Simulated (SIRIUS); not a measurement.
A self-consistent single point of AlGaN2 (P-4m2, 4 atoms in the cell; from Materials Project mp-1008556, changed as shown) with SIRIUS.

All values come from this method and carry its errors: LDA (PW92), FP-LAPW (LAPW with two local orbitals a valence shell; core below -3 Ha), all-electron full potential with ZORA scalar-relativistic valence and Dirac core (SIRIUS).

The change in words: volume scaled by 1.04. Reference geometry (P-4m2):
```
CELL_PARAMETERS angstrom
      3.14088     0.00000     0.00000
      0.00000     3.14088     0.00000
      0.00000     0.00000     4.42384
ATOMIC_POSITIONS crystal
  Al 0.50000 0.50000 0.50000
  Ga 0.00000 0.00000 0.00000
  N  0.50000 0.00000 0.73826
  N  0.00000 0.50000 0.26174
```

Reference input (self-consistent single point, DFT, LDA (PW92), FP-LAPW (LAPW with two local orbitals a valence shell; core below -3 Ha), all-electron full potential with ZORA scalar-relativistic valence and Dirac core): parameters.ngridk = 6 6 4; basis = LAPW with two local orbitals a valence shell, core below -3 Ha; unit_cell.atom_type_rmt = {Al: 1.85, Ga: 1.98, N: 1.58} bohr; parameters.xc_functionals = [XC_LDA_X, XC_LDA_C_PW]; parameters.aw_cutoff = 7; parameters.pw_cutoff = 20 1/bohr; parameters.smearing = gaussian; parameters.smearing_width = 0.000734986 Ha; parameters.electronic_structure_method = full_potential_lapwlo; parameters.lmax_apw = 8; parameters.lmax_rho = 8; parameters.lmax_pot = 8. This run's input differs from it in these lines:

```diff
@@ -36,5 +36,5 @@
     "lattice_vectors": [
-      [5.9354029903, 0.0, 0.0],
-      [0.0, 5.9354029903, 0.0],
-      [0.0, 0.0, 8.3598460192]
+      [6.0135072608, 0.0, 0.0],
+      [0.0, 6.0135072608, 0.0],
+      [0.0, 0.0, 8.4698526461]
     ],
```

The program printed (abridged):

```
[find] density tolerance         : 1e-06
[find] total energy tolerance    : 1e-07
[find] iter_solver_tol (initial) : 0.01
[find] iter_solver_tol (target)  : 1e-13
[find] num_dft_iter              : 100
Charges and magnetic moments
--------------------------------------------------------------------------------
atom      charge    core leakage
--------------------------------------------------------------------------------
   0   10.911018    0.000000e+00
   1   29.109899    0.000000e+00
   2    5.550659    0.000000e+00
   3    5.550659    0.000000e+00

total core leakage    : 0.00000000e+00
interstitial charge   : 6.877766
   [... lines left out ...]
[find]    3    5.930481    2.103888e-06
[find] total core leakage    : 1.00734708e-02
[find] interstitial charge   : 6.537148
[find] total charge          : 57.989926
[find] Energy
[find] smearing (-TS)                 :       0.00000000
[find] Total energy                   :   -2292.18313677 (Ha),   -4584.36627354 (Ry)
[find] Free energy (E-TS)             :   -2292.18313677 (Ha),   -4584.36627354 (Ry)
[find] band gap (eV)                  :       2.57508740
[find] Efermi                         :       0.25572225
[find] iteration : 14, RMS (target) : 4.1284e-07 (1.0000e-06) , energy difference (target) : 6.9335e-09 (1.0000e-07)
[find] converged after 15 SCF iterations!
Warning in function "check_num_electrons" at src/density/density.cpp:1179
wrong number of electrons
  obtained value : 57.9899
  target value : 58
  difference : 0.0100742
  total core leakage : 0.0100735
    atom class : 0, core leakage : 0.00310913
    atom class : 1, core leakage : 0.00696014
    atom class : 2, core leakage : 2.10389e-06
[find] Charges and magnetic moments
[find] atom      charge    core leakage
[find]    0   10.764540    3.109127e-03
[find]    1   28.827276    6.960136e-03
[find]    2    5.930481    2.103888e-06
[find]    3    5.930481    2.103888e-06
[find] total core leakage    : 1.00734708e-02
[find] interstitial charge   : 6.537148
[find] total charge          : 57.989926
[find] Energy
[find] smearing (-TS)                 :       0.00000000
   [... lines left out ...]
[find] Free energy (E-TS)             :   -2292.18313677 (Ha),   -4584.36627354 (Ry)
[find] band gap (eV)                  :       2.57508740
   [... lines left out ...]
[find] Efermi                         :       0.25572225
[ground_state] ==== total Forces in Ha/bohr =====
[ground_state] atom:    0, force:       0.0000000      0.0000000      0.0000000
[ground_state] atom:    1, force:       0.0000000      0.0000000      0.0000000
[ground_state] atom:    2, force:       0.0000000     -0.0000000      0.0034860
[ground_state] atom:    3, force:       0.0000000      0.0000000     -0.0034860
```

The run converged in 15 iterations. Against the reference run the free energy rises by 20.7 meV/atom, the largest force goes from 0.190 to 0.179 eV/Å and the gap on the mesh goes from 2.861 to 2.575 eV.

The structure comes from a collection of computed structures, made at another level of theory; the collection holds predicted forms beside known ones. Values depend on the basis (sphere radii, cutoffs, local orbitals), which need not be converged.

Cost on one core: around 70 core-seconds (rough).

The gap that the log prints is read on the run's mesh, which can miss the band edges or a crossing.
